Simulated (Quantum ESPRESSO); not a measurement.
Solid-state NMR card for SrCa3F8 (changed cell)

```xyz
12
Lattice="5.6009 0.0000 0.0000 0.0000 5.6009 0.0000 0.0000 0.0000 5.6009" Properties=species:S:1:pos:R:3 pbc="T T T"
Sr     0.0000     0.0000     0.0000
F      1.4321     1.4321     4.1688
F      1.4321     4.1688     4.1688
Ca     0.0000     2.8005     2.8005
F      1.4321     4.1688     1.4321
F      1.4321     1.4321     1.4321
Ca     2.8005     0.0000     2.8005
F      4.1688     1.4321     1.4321
F      4.1688     4.1688     1.4321
Ca     2.8005     2.8005     0.0000
F      4.1688     4.1688     4.1688
F      4.1688     1.4321     4.1688
```
The cell was made here from a computed Materials Project entry: one of 4 Ca replaced by Sr, cell and atoms relaxed (PBE without dispersion, pw.x of a modified build of Quantum ESPRESSO, symmetry kept). The parent is CaF2 in Fm-3m. The swapped cell is a model, not a known phase. Stability against distortions was not tested.

Computed: shieldings by PBE GIPAW (Quantum ESPRESSO, JTH PAW datasets), 22.5 Ha, k-mesh 3×3×3 shifted, f-sum rule met within 0.003 %.

| site | site symmetry | σ_iso (ppm) | span Ω (ppm) |
|---|---|---|---|
| Sr (atom 1) | m-3m | 2967 | 0 |
| F (atoms 2, 3, 5, 6, 8, 9, …) | 3m | 214 | 14 |
| Ca (atoms 4, 7, 10) | 4/mmm | 1149 | 5 |

Ω = σ33 − σ11 of the symmetric part; where symmetry doesn't make it nil, it is less certain than σ_iso.

Shieldings are absolute and leave out the bulk-susceptibility term; a larger σ means a smaller chemical shift. By our sweeps, such settings leave a few ppm in absolute σ on light atoms and up to some 20 ppm from Zn on. No spin–orbit coupling; Sr is the heaviest element present. PBE places the empty d or f states of Ca too low, which is known to distort σ on and beside such ions.
